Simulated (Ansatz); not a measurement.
# PbSe with Cs replacing Pb: gradients before and after relaxing the atoms

Start: a supercell of PbSe (rock salt type, Fm-3m) built from an entry of the Crystallography Open Database (COD), with all atoms left at the host's positions.

```
Cs Pb Se
1.0
     0.00000    9.18195    9.18195
     9.18195    0.00000    9.18195
     9.18195    9.18195    0.00000
Cs Pb Se
1 26 27
Direct
  0.00000 0.00000 0.00000
  0.00000 0.00000 0.33333
  0.00000 0.00000 0.66667
  0.00000 0.33333 0.00000
  0.00000 0.33333 0.33333
  0.00000 0.33333 0.66667
  0.00000 0.66667 0.00000
  0.00000 0.66667 0.33333
  0.00000 0.66667 0.66667
  0.33333 0.00000 0.00000
  0.33333 0.00000 0.33333
  0.33333 0.00000 0.66667
  0.33333 0.33333 0.00000
  0.33333 0.33333 0.33333
  0.33333 0.33333 0.66667
  0.33333 0.66667 0.00000
  0.33333 0.66667 0.33333
  0.33333 0.66667 0.66667
  0.66667 0.00000 0.00000
  0.66667 0.00000 0.33333
  0.66667 0.00000 0.66667
  0.66667 0.33333 0.00000
  0.66667 0.33333 0.33333
  0.66667 0.33333 0.66667
  0.66667 0.66667 0.00000
  0.66667 0.66667 0.33333
  0.66667 0.66667 0.66667
  0.16667 0.16667 0.16667
  0.16667 0.16667 0.50000
  0.16667 0.16667 0.83333
  0.16667 0.50000 0.16667
  0.16667 0.50000 0.50000
  0.16667 0.50000 0.83333
  0.16667 0.83333 0.16667
  0.16667 0.83333 0.50000
  0.16667 0.83333 0.83333
  0.50000 0.16667 0.16667
  0.50000 0.16667 0.50000
  0.50000 0.16667 0.83333
  0.50000 0.50000 0.16667
  0.50000 0.50000 0.50000
  0.50000 0.50000 0.83333
  0.50000 0.83333 0.16667
  0.50000 0.83333 0.50000
  0.50000 0.83333 0.83333
  0.83333 0.16667 0.16667
  0.83333 0.16667 0.50000
  0.83333 0.16667 0.83333
  0.83333 0.50000 0.16667
  0.83333 0.50000 0.50000
  0.83333 0.50000 0.83333
  0.83333 0.83333 0.16667
  0.83333 0.83333 0.50000
  0.83333 0.83333 0.83333
```

Atom numbers follow the list; atoms alike are taken as one site, whose name carries the number of the first.

All values are calculated (Ansatz; DFT, PBE, plane waves and PAW, scalar-relativistic, 420 eV cutoff, Γ-centred 2×2×2 k-points, Fermi–Dirac smearing 0.01 eV, cell charge -1), not measured.

The largest force at the start is 1.2 eV/Å. Relaxing the ions at fixed cell moves them by 0.204 Å at most (atom 30, Se) and 0.072 Å rms.

```json
{"site": "Cs", "atom": "1", "moved (Å)": "0.000", "first shell before": "6 Se at 3.06 Å", "first shell after": "6 Se at 3.26 Å", "V_zz before (10²¹ V/m²)": "0.00", "η before": "–"}
{"site": "Pb2", "atom": "2", "moved (Å)": "0.011", "first shell before": "6 Se at 3.06 Å", "first shell after": "6 Se at 3.05–3.07 Å", "V_zz before (10²¹ V/m²)": "2.01", "η before": "0.05"}
{"site": "Pb5", "atom": "5", "moved (Å)": "0.012", "first shell before": "6 Se at 3.06 Å", "first shell after": "6 Se at 3.05–3.06 Å", "V_zz before (10²¹ V/m²)": "-0.068", "η before": "0.00"}
{"site": "Pb15", "atom": "15", "moved (Å)": "0.051", "first shell before": "6 Se at 3.06 Å", "first shell after": "6 Se at 2.91–3.08 Å", "V_zz before (10²¹ V/m²)": "-7.34", "η before": "0.00"}
{"site": "Se28", "atom": "28", "moved (Å)": "0.010", "first shell before": "6 Pb at 3.06 Å", "first shell after": "6 Pb at 3.06–3.07 Å", "V_zz before (10²¹ V/m²)": "<0.005", "η before": "–"}
{"site": "Se30", "atom": "30", "moved (Å)": "0.204", "first shell before": "5 Pb at 3.06 Å, 1 Cs at 3.06 Å", "first shell after": "5 Pb at 2.91–3.06 Å, 1 Cs at 3.26 Å", "V_zz before (10²¹ V/m²)": "-11.17", "η before": "0.00"}
{"site": "Se32", "atom": "32", "moved (Å)": "0.024", "first shell before": "6 Pb at 3.06 Å", "first shell after": "6 Pb at 3.05–3.08 Å", "V_zz before (10²¹ V/m²)": "0.94", "η before": "0.37"}
```

(1) How do the gradients change?

Results:

(1) 

```
site  atom  V_zz after  η after  change of V_zz
  Cs     1        0.00        –            0.00
 Pb2     2        1.92     0.99           -0.09
 Pb5     5        0.13     0.00           +0.20
Pb15    15      -14.70     0.00           -7.36
Se28    28        0.24     0.00           +0.24
Se30    30       -9.70     0.00           +1.47
Se32    32       -1.46     0.28               –
```

The largest change of V_zz along a kept axis is on Pb15, from -7.34 to -14.70. In per cent, |V_zz| changes by -4 to +100 on Pb, -13 on Se (all sites that start above 0.5, bar those whose gradient vanishes or changes sign or whose main axis turns by over 40°). Where |V_zz| stays above 0.1 and the axes keep their order, η moves most on Pb2, from 0.05 to 0.99. V_zz changes sign on Pb5 (same axis). On Se32 the largest principal value lies along another axis in the second run, so the two V_zz can't be compared directly. Other sites without a gradient aren't listed.

The defect repeats with the cell of 54 atoms, so it feels its images: sites between two images don't show the values beside a lone defect, and zeros or small values of η there can come from the images' arrangement. A uniform background compensates the cell's charge. Spin–orbit coupling is left out, which shifts gradients on Pb by a few per cent in wide-gap crystals, and can shift them far more where the calculated gap is small or absent, as here. With a gap of 0.5 eV on this mesh, small gradients can still move by 0.1 × 10²¹ V/m² or more as the k-mesh gets denser.
Before: The neighbours have not yet relaxed around the defect (largest force 1.2 eV/Å), so a real crystal will differ.
After: The relaxation keeps the site symmetry m-3m of the start, so the impurity can't leave its site; a start off the site could end lower.
